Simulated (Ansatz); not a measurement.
AlN:
```
AlN
1.0
    5.32835     0.00000     0.00000
    0.00000     5.32835     0.00000
    0.00000     0.00000     5.32835
Al N
6 6
Direct
  0.25000   0.50000   0.00000
  0.75000   0.50000   0.00000
  0.00000   0.25000   0.50000
  0.00000   0.75000   0.50000
  0.50000   0.00000   0.25000
  0.50000   0.00000   0.75000
  0.50000   0.25000   0.00000
  0.50000   0.75000   0.00000
  0.00000   0.50000   0.25000
  0.00000   0.50000   0.75000
  0.25000   0.00000   0.50000
  0.75000   0.00000   0.50000
```

Relaxed with r²SCAN.

Q: Give the Bader charges and basin volumes of the independent atoms, the program Ansatz at the r²SCAN level (PAW).

A: 

```
atom  Bader charge (e)  Bader volume (Å³)
----  ----------------  -----------------
Al1              +2.49                4.0
N7               -2.49               21.0
```

Space group Pm-3n. The start of the workflow was typed in or built on a structure type; neither database checked (COD, Materials Project) lists it. It is not the phase usual at ambient conditions (space group No. 186, 216). Symmetry was held in the r²SCAN relaxation; its stability against distortions is not shown here.

Potentials: the earlier of the program's two PAW sets. The files were generated under PBE; for other functionals the program regenerates the frozen cores, and for LDA and PBEsol the local potential too.
